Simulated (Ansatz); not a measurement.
Rutile TiO2, relaxed with r2SCAN: 8 runs in the plane-wave code Ansatz, each a construction of maximally localised Wannier functions. Space group P4_2/mnm (No. 136), tetragonal; conventional cell a = 4.597 Å, c = 2.953 Å, 10.40 Å³ an atom. Around Ti lie 6 O at 1.95–1.98 Å and 2 Ti at 2.95 Å; around O lie 3 Ti at 1.95–1.98 Å. No spin polarisation and no zero-point or thermal motion.

```
CELL_PARAMETERS angstrom
4.59685 0.00000 0.00000
0.00000 4.59685 0.00000
0.00000 0.00000 2.95349
ATOMIC_POSITIONS crystal
Ti 0.00000 0.00000 0.00000
Ti 0.50000 0.50000 0.50000
O 0.30464 0.30464 0.00000
O 0.19536 0.80464 0.50000
O 0.80464 0.19536 0.50000
O 0.69536 0.69536 0.00000
```

Windows count from the top of the filled bands; a dash means that no such window was set (without an outer window there is no disentanglement). Rows marked drawn have settings drawn at random (some not listed).

| functional | SCF mesh | trial orbitals | functions | mesh | window (eV) | frozen (eV) | settings | Ω total (Å²) | Ω invariant (Å²) | largest spread (Å²) | least projectability | interpolation miss of the model's filled bands (eV, to the nearest computed level) |
| --- | --- | --- | --- | --- | --- | --- | --- | --- | --- | --- | --- | --- |
| PBE | 4×4×6 | O s, O p | 16 | 6×6×8 | – | – | chosen | 14.87 | 13.10 | 1.09 | 0.78 | 0.006 |
| PBE | 4×4×6 | O p | 12 | 4×4×6 | – | – | chosen | 14.34 | 14.00 | 1.25 | 0.78 | 0.016 |
| PBE | 4×4×6 | Ti d, O p | 22 | 4×4×6 | – | – | chosen | 15.48 | 15.21 | 0.73 | 0.57 | 0.003 |
| r2SCAN | 4×4×6 | O s, O p | 16 | 4×4×6 | – | – | chosen | 14.07 | 12.32 | 1.01 | 0.78 | 0.017 |
| r2SCAN | 4×4×6 | Ti d, O p | 22 | 4×4×6 | – | – | chosen | 15.24 | 15.00 | 0.71 | 0.57 | 0.002 |
| PBE | 4×4×6 | Ti d, O p | 22 | 2×2×2 | – | – | drawn | 13.69 | 13.44 | 0.66 | 0.57 | 0.160 |

Task: Estimate from these rows what the further settings give.
```json
{"functional": "PBE", "SCF mesh": "4×4×6", "trial orbitals": "O s, O p", "functions": "16", "mesh": "4×4×6", "window (eV)": "–", "frozen (eV)": "–", "settings": "chosen"}
{"functional": "PBE", "SCF mesh": "4×4×6", "trial orbitals": "O s, O p", "functions": "16", "mesh": "4×4×4", "window (eV)": "–", "frozen (eV)": "–", "settings": "chosen"}
```

Result:

| functional | SCF mesh | trial orbitals | functions | mesh | window (eV) | frozen (eV) | settings | Ω total (Å²) | Ω invariant (Å²) | largest spread (Å²) | least projectability | interpolation miss of the model's filled bands (eV, to the nearest computed level) |
| --- | --- | --- | --- | --- | --- | --- | --- | --- | --- | --- | --- | --- |
| PBE | 4×4×6 | O s, O p | 16 | 4×4×6 | – | – | chosen | 14.56 | 12.76 | 1.06 | 0.78 | 0.019 |
| PBE | 4×4×6 | O s, O p | 16 | 4×4×4 | – | – | chosen | 14.26 | 12.46 | 1.03 | 0.78 | 0.068 |

For O s, O p with PBE the spread goes 14.26 Å² (4×4×4), 14.56 Å² (4×4×6), 14.87 Å² (6×6×8): finite differences on a coarse mesh understate it.
